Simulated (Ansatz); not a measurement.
## ScGaCl₆ in 4 trial structures

ScGaCl₆ was placed in 4 structures, borrowed from other compounds or built from prototypes, and relaxed with PBEsol and then r2SCAN+rVV10 in the PAW code Ansatz, symmetry kept. Energies are static, from a final single point; gaps are the least over its mesh and special points. Simulated, non-magnetic, generated structures, which need not be known phases.

| start | ends in | volume (Å³/atom) | energy, r2SCAN+rVV10 (meV/atom) | gap, r2SCAN+rVV10 (eV) | shaken (PBEsol) |
| --- | --- | --- | --- | --- | --- |
| KCrF6 type (No. 148) | R-3 | 26.18 | 2 | 3.63 | returns (8 atoms) |
| MgZrF6 type (No. 225) | Fm-3m | 28.08 | 152 | 2.24 | falls 110 meV |
| MgTiF6 type (No. 148) | R-3 | 22.13 | 0 | 2.88 | returns (8 atoms) |
| LaAlH6 type (No. 166) | R-3m | 31.89 | 31 | 3.72 | returns (8 atoms) |

Energies count from the lowest cell; the last column tells what a randomly displaced small cell does when relaxed without symmetry, which tests only the distortions that fit it.

The two lowest cells, from MgTiF6 type (No. 148) and KCrF6 type (No. 148), differ by 2 meV an atom, too little for a functional to decide. PBEsol's relaxations put the cell from KCrF6 type (No. 148) lowest instead. Other structures, not tried here, could lie lower.

The falls are PBEsol's, in meV an atom on the shaken cell's own mesh; a cell that falls isn't a minimum, and its place in the table may change once it distorts.

The cells in order of energy (the first three):
- MgTiF6 type (No. 148): R-3, 22.13 Å³ an atom. Sc has 6 Cl at 2.49 Å; Ga has 6 Cl at 2.37 Å; Cl has 1 Ga at 2.37 Å and 1 Sc at 2.49 Å.
- KCrF6 type (No. 148): R-3, 26.18 Å³ an atom. Sc is surrounded by 6 Cl at 2.49 Å; Ga is surrounded by 6 Cl at 2.38 Å; Cl is surrounded by 1 Ga at 2.38 Å and 1 Sc at 2.49 Å.
- LaAlH6 type (No. 166): R-3m, 31.89 Å³ an atom. Around Sc lie 6 Cl at 2.49 Å; around Ga lie 6 Cl at 2.37 Å; around Cl lie 1 Ga at 2.37 Å and 1 Sc at 2.49 Å.

The lowest symmetric cell:
```
Sc Ga Cl
1.0
     3.03428    1.75184    5.55215
    -3.03428    1.75184    5.55215
     0.00000   -3.50369    5.55215
Sc Ga Cl
1 1 6
Direct
  0.50000 0.50000 0.50000
  0.00000 0.00000 0.00000
  0.59866 0.91630 0.24118
  0.91630 0.24118 0.59866
  0.75882 0.40134 0.08370
  0.08370 0.75882 0.40134
  0.40134 0.08370 0.75882
  0.24118 0.59866 0.91630
```
